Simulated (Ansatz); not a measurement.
YN:
Space group Fm-3m (No. 225); a = b = c = 4.906 Å, α = β = γ = 90.00°

| atom | site | symmetry | x | y | z |
|---|---|---|---|---|---|
| N | 4a | m-3m | 0.0000 | 0.0000 | 0.0000 |
| Y | 4b | m-3m | 0.5000 | 0.5000 | 0.5000 |
(The calculation used a cell of 2 atoms; values per cell refer to that cell.)

Relaxed with PBE. 

Question: HSE06 on this cell (Ansatz, a quantum-chemistry and plane-wave program, PAW) gives a gap of 1.11 eV. What does PBE give?

Answer: 0.21 eV.

Cost on shared cores: the PBE run (SCF on a 10×10×10 mesh, then bands and DOS) around 4 core-seconds (rough), the HSE06 run (SCF on 7×7×7, then a few points) around 50 core-seconds (rough); the tasks are unlike.

The PBE relaxation kept the symmetry of its start. The run is not spin-polarised. Spin–orbit coupling is left out wherever it is not named.

Potentials: the later of the program's two PAW sets.

Ansatz is a plane-wave DFT program.
